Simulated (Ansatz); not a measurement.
Ge2Pd in space group Cmcm (No. 63; Ge on 4c, Ge on 4c, Pd on 4c), PBE in the plane-wave PAW code Ansatz, all energies at zero smearing, with the estimated change up to a 700 eV cutoff added, with one set of potentials and settings (totals compare only within such a set). Cell of 6 atoms (4 Ge, 2 Pd): -31126.115 eV.

```
element             reference phase  E (eV/atom)
-------  --------------------------  -----------
Ge       Fd-3m, 2 atoms in the cell   -4294.9847
Pd       Fm-3m, 1 atoms in the cell   -6972.8544
```

Formation energy per atom, worked out: (-31126.115 − 4×(-4294.9847) − 2×(-6972.8544))/6 = -0.078 eV/atom (-8 kJ per mol of atoms), at 0 K, without zero-point energy or fitted corrections.

The cell is a constructed one: a structure type filled with these elements; neither database checked (COD, Materials Project) lists it. Its standing as an ambient phase is unchecked. Symmetry was held in the PBE relaxation; whether a distortion lowers the energy is not shown. No spin polarisation was allowed. The references are the lowest solids computed at this level, not always the standard phases.

Potentials: the later of the program's two PAW sets.
